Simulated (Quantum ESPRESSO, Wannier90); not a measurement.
Wannier functions of InSe (R3m)

```xyz
4
Lattice="-2.0233 3.5045 0.0000 -4.0467 0.0000 0.0000 -2.0233 1.1682 8.6085" Properties=species:S:1:pos:R:3 pbc="T T T"
In     0.0000     0.0000    -2.8499
In     0.0000     0.0000    -0.0473
Se     2.0233    -1.1682     1.2126
Se     2.0233    -1.1682    -4.1099
```

Structure: Materials Project mp-22691, symmetrised, not relaxed again. COD (Crystallography Open Database) has the formula in 2 space groups, this one among them (matched by group alone). Level: PBEsol, spinors with spin-orbit coupling; pw.x of Quantum ESPRESSO at 69 Ry with PseudoDojo potentials, 4×4×4 k-points, Wannier90. Density: 10×10×10 mesh, Gaussian smearing 0.01 Ry. The cell is built of weakly bound layers, chains or molecules, whose nearest atoms lie 4.03 Å apart. Database cells relaxed without dispersion often hold them too far apart, which can enlarge gaps and weakens couplings between them; spacing and stacking were not compared with the measured crystal.

A tight-binding model is made by disentanglement and projection with no localisation steps (num_iter = 0), so the 32 orbitals stay atom-like: hydrogen-like In: s;p; Se: s;p, axes along x, y, z; frozen window up to 5.30 eV relative to the valence-band maximum. It follows pw.x to 35 meV rms for states up to 1.3 eV relative to the valence-band maximum. Matrix elements depend on this choice of orbitals and windows.

The 45 largest hoppings ⟨m,0|H|n,R⟩ between different sites (one of each Hermitian pair; signs follow the real orbitals' lobes; the list may end inside a set of equal values):

```tsv
m	n	R	distance of the centres (Å)	t (eV)	Im t (eV)
In2 pz↑	In1 pz↑	0 0 0	3.40	2.248	0.000
In2 pz↓	In1 pz↓	0 0 0	3.40	2.248	0.000
In2 s↑	In1 pz↑	0 0 0	3.11	-1.979	0.000
In2 s↓	In1 pz↓	0 0 0	3.11	-1.979	0.000
In2 pz↑	In1 s↑	0 0 0	3.08	1.975	0.000
In2 pz↓	In1 s↓	0 0 0	3.08	1.975	0.000
In1 s↑	Se4 py↑	1 0 0	2.74	1.686	0.000
In1 s↓	Se4 py↓	1 0 0	2.74	1.686	0.000
In2 s↑	Se3 py↑	1 0 0	2.75	1.684	0.000
In2 s↓	Se3 py↓	1 0 0	2.75	1.684	0.000
In1 py↑	Se4 py↑	1 0 0	2.95	1.663	0.000
In1 py↓	Se4 py↓	1 0 0	2.95	1.663	0.000
In2 py↑	Se3 py↑	1 0 0	2.94	1.653	0.000
In2 py↓	Se3 py↓	1 0 0	2.94	1.653	0.000
In1 py↑	Se4 s↑	1 0 0	2.78	-1.470	0.000
In1 py↓	Se4 s↓	1 0 0	2.78	-1.470	0.000
In2 py↑	Se3 s↑	1 0 0	2.76	-1.470	0.000
In2 py↓	Se3 s↓	1 0 0	2.76	-1.470	0.000
In1 s↑	Se4 px↑	0 1 0	2.71	-1.460	-0.004
In1 s↓	Se4 px↓	0 1 0	2.71	-1.460	0.004
Se4 px↑	In1 s↑	0 0 0	2.71	1.460	0.004
Se4 px↓	In1 s↓	0 0 0	2.71	1.460	-0.004
Se3 px↑	In2 s↑	0 0 0	2.71	1.459	0.004
Se3 px↓	In2 s↓	0 0 0	2.71	1.459	-0.004
In2 s↑	Se3 px↑	0 1 0	2.71	-1.458	-0.004
In2 s↓	Se3 px↓	0 1 0	2.71	-1.458	0.004
In1 pz↑	Se4 py↑	1 0 0	2.61	-1.350	0.000
In1 pz↓	Se4 py↓	1 0 0	2.61	-1.350	0.000
In2 pz↑	Se3 py↑	1 0 0	2.62	1.329	0.000
In2 pz↓	Se3 py↓	1 0 0	2.62	1.329	0.000
In2 s↑	In1 s↑	0 0 0	2.79	-1.300	0.000
In2 s↓	In1 s↓	0 0 0	2.79	-1.300	0.000
Se4 s↑	In1 px↑	0 0 0	2.71	-1.273	0.002
Se4 s↓	In1 px↓	0 0 0	2.71	-1.273	-0.002
In1 px↑	Se4 s↑	0 1 0	2.71	1.273	-0.002
In1 px↓	Se4 s↓	0 1 0	2.71	1.273	0.002
In2 px↑	Se3 s↑	0 1 0	2.69	1.273	-0.002
In2 px↓	Se3 s↓	0 1 0	2.69	1.273	0.002
Se3 s↑	In2 px↑	0 0 0	2.69	-1.273	0.002
Se3 s↓	In2 px↓	0 0 0	2.69	-1.273	-0.002
In2 px↑	In1 px↑	0 0 0	2.56	-1.226	0.000
In2 px↓	In1 px↓	0 0 0	2.56	-1.226	0.000
In2 py↑	In1 py↑	0 0 0	2.56	-1.226	0.000
In2 py↓	In1 py↓	0 0 0	2.56	-1.226	0.000
In2 py↑	Se3 pz↑	1 0 0	2.89	1.189	0.000
```
